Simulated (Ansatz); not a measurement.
Sn (beta-Sn type, space group I4_1/amd)

```xyz
2
Lattice="-2.9735 2.9735 1.6061 2.9735 -2.9735 1.6061 2.9735 2.9735 -1.6061" Properties=species:S:1:pos:R:3 pbc="T T T"
Sn     0.0000     2.9735     0.8030
Sn     0.0000     0.0000     0.0000
```

This relaxed cell (volume V₀) is scaled evenly in all directions, its shape held. Symmetry pins the atoms to their sites.

Computed with PBE (plane waves to 420 eV, PAW, scalar-relativistic; Ansatz, a program for electronic structure). k mesh 16×16×16 (Γ-centred), Fermi-Dirac smearing 0.05 eV. Energies are smeared free energies. Stress and pressure are positive under compression. With the shape held, the modulus is that of even scaling; a crystal free to change shape is softer. Sn was relaxed with its symmetry unable to fall. The PAW data are Ansatz's earlier set. ΔE is measured from the relaxed starting cell. The last digit holds for this mesh only.

```csv
V (Å³/atom),ΔE (meV/atom)
23.858,151.5
24.994,77.8
26.130,31.7
27.266,7.3
28.402,0.0
29.538,6.2
30.674,23.1
31.810,48.6
32.947,withheld
```

Task: Fit a third-order Birch-Murnaghan form (E₀, V₀, B₀, B₀′ free) to the given rows and predict ΔE at V = 32.947.

Result: Least squares on the 8 given rows: ΔE = E₀ + (9V₀B₀/16)·y²·[2 + (B₀′ − 4)y], y = (V₀/V)^(2/3) − 1, with V₀ = 28.403 Å³/atom, B₀ = 47.51 GPa (160.2 GPa = 1 eV/Å³; the term in eV is multiplied by 1000), B₀′ = 4.84, E₀ = -0.03 meV/atom; root-mean-square residual 0.04 meV/atom. At 32.947 the fit gives 80.7 meV/atom; the calculation gives 80.8 meV/atom, so the extrapolation is off by -0.1 (-0.1 %). For the pressure the fit gives -4.9 GPa against the computed -5.0 GPa.

(Under strain, the slope of the energy per volume gives the stress and its curvature an elastic modulus.)
